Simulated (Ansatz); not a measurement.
SiGe (P6_3mc), stationary points along a deformation path

Level of theory: DFT r2SCAN, scalar-relativistic, plane waves, PAW in Ansatz. Settings: plane waves to 500 eV, k-mesh 12×12×6 (Γ-centred), Gaussian smearing 0.05 eV. No spin polarisation. Energies are free energies at this smearing, counted from the undisturbed cell; pressure is positive in compression.

The starting cell (as given, not relaxed at this level; it stands at 0.0 GPa, and it needn't be the usual structure):

```
CELL_PARAMETERS angstrom
3.90445 0.00000 0.00000
-1.95223 3.38135 0.00000
0.00000 0.00000 6.45078
ATOMIC_POSITIONS crystal
Si 0.66667 0.33333 0.87461
Si 0.33333 0.66667 0.37461
Ge 0.66667 0.33333 0.50039
Ge 0.33333 0.66667 0.00039
```

At fixed volume and fractional coordinates, lengths along (0.000, 0.000, 1.000) are scaled against those across it; ρ is that ratio over its starting value. V = 21.291 Å³/atom. Δσ is the stress along the axis less the mean stress across it (compression positive).

| ρ | ΔE (meV/atom) | Δσ (GPa) | space group |
| --- | --- | --- | --- |
| 0.800 | 575.1 | 62.58 | P6_3mc |
| 0.850 | 293.1 | 43.16 | P6_3mc |
| 0.920 | 72.5 | 20.23 | P6_3mc |
| 0.960 | 16.9 | 9.44 | P6_3mc |
| 1.000 | 0.0 | 0.07 | P6_3mc |
| 1.050 | 21.6 | -9.83 | P6_3mc |
| 1.100 | 79.5 | -18.10 | P6_3mc |
| 1.200 | 264.7 | -28.35 | P6_3mc |
| 1.300 | 485.8 | -33.75 | P6_3mc |

Problem. How does the stress give the slope of the energy, and where is the energy stationary?

Solution. Along the path d ln(length) is 2/3 d ln ρ on the axis and −1/3 d ln ρ across it, so dE/d ln ρ = −(2/3) V Δσ: the energy falls with ρ where Δσ is positive. Δσ vanishes or changes sign between ρ = 1.000 and 1.050, a minimum (near 1.00 by linear interpolation). Pairs of stationary points between two samples would go unseen, and could change a minimum read from distant neighbours into a maximum.

Problem. Integrate that slope from ρ = 1 to 0.850 by the trapezoid rule.

Solution. With V/N in Å³ and 1 eV/Å³ = 160.2 GPa the slopes at ρ = 1.000, 0.960, 0.920, 0.850 are -6, -836, -1792, -3824 meV/atom per unit of ln ρ. The steps add 17.2 + 55.9 + 222.2 = 295.3 meV/atom, against 293.1 from the energies; the trapezoid rule misses the curvature of the slope within each step.

Forces appear on the atoms along this scan, and letting them relax would lower the energy and soften the response. The gap closes along the scan, which can put kinks into the curve.

Cost: 9 runs of about 5 core-minutes in all, on Arm Neoverse V2 (shared hosts).